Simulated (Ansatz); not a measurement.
Values for one crystal, relaxed and computed with DFT-PBEsol in the program Ansatz with PAW potentials; other levels are named.

Volume per atom: 16.71 Å³
Electronic character: metallic (no gap)
Zone-centre stability: no imaginary mode at Γ
Bulk modulus (Birch–Murnaghan fit): 238 GPa
Elastic constants (relaxed ions, GPa): C11 = 448, C12 = 133, C44 = 82.3
Highest zone-centre frequency: 8.90 THz
Young's modulus: 279 GPa

Pick the material that matches.
(A) Nb3Ir, A15 (Cr3Si type)
(B) ZrIr3, Cu3Au type
(C) MnIr, L1₀ or tetragonal B2
(D) YIr, CsCl type

A, Nb3Ir, A15 (Cr3Si type)

Space group Pm-3n (A15 (Cr3Si type)). The workflow started from a Materials Project entry (that database holds measured and hypothetical structures alike); the Crystallography Open Database files this formula in space group No. 223, but the cells were not matched. Whether it is the stable phase at ambient conditions was not checked. The cell was relaxed with PBEsol under the symmetry of its start. The run is not spin-polarised. As this level gives no gap, shear constants depend on the k-mesh and smearing (Fermi–Dirac, 0.1 eV here). As this level gives no gap, phonon frequencies hold no LO–TO term and depend on the k-mesh and smearing (Fermi–Dirac, 0.1 eV here). Scalar-relativistic: spin–orbit coupling is off unless named, which matters more the heavier the elements.

Potentials: the later of the program's two PAW sets.
